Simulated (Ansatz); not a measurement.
Total density of states per atom from DFT-r²SCAN in the program Ansatz with PAW potentials, in 0.25 eV bins, energy from the Fermi level:

```
E (eV) | states/eV/atom
    -7.85 | # 0.09
    -7.60 | # 0.10
    -7.35 | # 0.14
    -7.10 | # 0.25
    -6.85 | # 0.26
    -6.60 | ## 0.31
    -6.35 | ### 0.55
    -6.10 | ### 0.51
    -5.85 | #### 0.75
    -5.60 | #### 0.62
    -5.35 | ### 0.59
    -5.10 | ##### 0.87
    -4.85 | ##### 0.85
    -4.60 | ############################## 5.20
    -4.35 | ############################# 4.95
    -4.10 | ######## 1.45
    -3.85 | ### 0.46
    -3.60 | #### 0.68
    -3.35 | #### 0.70
    -3.10 | #### 0.76
    -2.85 | ##### 0.88
    -2.60 | ### 0.49
    -2.35 | ## 0.43
    -2.10 | ### 0.58
    -1.85 | ### 0.55
    -1.60 | ##### 0.87
    -1.35 | ###### 1.09
    -1.10 | ###### 0.97
    -0.85 | ##### 0.78
    -0.60 | ##### 0.79
    -0.35 | #### 0.65
    -0.10 | ### 0.51
     0.15 | ### 0.56
     0.40 | ### 0.51
     0.65 | ## 0.32
     0.90 | # 0.16
     1.15 | ## 0.30
     1.40 | ## 0.35
     1.65 | ## 0.33
     1.90 | ## 0.30
     2.15 | ## 0.37
     2.40 | ## 0.31
     2.65 | ## 0.28
     2.90 | ### 0.51
     3.15 | ##### 0.79
     3.40 | ##### 0.84
     3.65 | #### 0.73
     3.90 | #### 0.71
     4.15 | ### 0.52
     4.40 | # 0.19
     4.65 | # 0.24
```

Question: Which compound is it?
A) LuB2Os3, P6/mmm (B on 2c, Os on 3g, Lu on 1a)
B) CsI, CsCl type
C) NiSb, NiAs type
D) FeB2, P6/mmm (B on 2d, Fe on 1a)

Answer: A, LuB2Os3, P6/mmm (B on 2c, Os on 3g, Lu on 1a). Within 0.5 eV of the Fermi level: Os 5d 80 %, Lu 5d 8 %, B 2p 7 %. Projections are on Löwdin-orthogonalised atomic valence shells; empty p or d shells of many metals are not among them.

The workflow started from an entry of the Crystallography Open Database (COD). Whether it is the stable phase at ambient conditions was not checked. The cell was relaxed with r²SCAN under the symmetry of its start; whether a distortion lowers the energy is not shown. No spin polarisation was allowed. Scalar-relativistic: spin–orbit coupling is off unless named, which matters more the heavier the elements.

Potentials: the later of the program's two PAW sets.
